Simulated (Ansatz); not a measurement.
TaO2:
```xyz
6
Lattice="4.9143 0.0000 0.0000 0.0000 4.9143 0.0000 0.0000 0.0000 2.8320" Properties=species:S:1:pos:R:3 pbc="T T T"
Ta     0.0000     0.0000     1.4160
Ta     2.4572     2.4572     0.0000
O      3.5058     1.4086     1.4160
O      1.4086     3.5058     1.4160
O      1.0486     1.0486     0.0000
O      3.8657     3.8657     0.0000
```

Relaxed with LDA. Special points in fractions of this cell's reciprocal vectors: Γ (0.000, 0.000, 0.000); X (0.000, 0.500, 0.000); M (0.500, 0.500, 0.000); Z (0.000, 0.000, 0.500); R (0.000, 0.500, 0.500); A (0.500, 0.500, 0.500).

Question: List the band energies nearest the Fermi level at these points for the program Ansatz at the LDA level (PAW).

Answer: In eV from the Fermi level; about four levels below and three above (degenerate sets whole), none deeper than 8.9 eV; points with the same levels are listed once.

| k | below | above |
|---|---|---|
| Γ | -3.78 -3.28 -1.78 -1.37 | 0.44 1.79 1.79 |
| X | -4.03 -4.03 -0.76 -0.76 | 2.35 2.35 2.62 2.62 |
| M | -4.12 -4.12 -1.61 -1.61 | 1.85 1.85 2.78 2.78 |
| Z | -5.66 -5.66 -4.55 -4.55 | 1.19 1.19 1.61 1.61 |
| R | -4.40 -4.40 -0.60 -0.60 | 2.26 2.26 4.44 4.44 |
| A | -4.79 -4.79 -3.97 -3.97 | 0.69 0.69 1.07 1.07 |

Space group P4_2/mnm (rutile). The first step of the workflow began from a Materials Project structure, measured or hypothetical; the Crystallography Open Database copy checked does not list it. Its standing as an ambient phase is unchecked. The LDA relaxation kept the symmetry of its start; whether a distortion lowers the energy is not shown. The run is not spin-polarised. Scalar-relativistic: spin–orbit coupling is off unless named, which matters more the heavier the elements.

Potentials: the later of the program's two PAW sets.
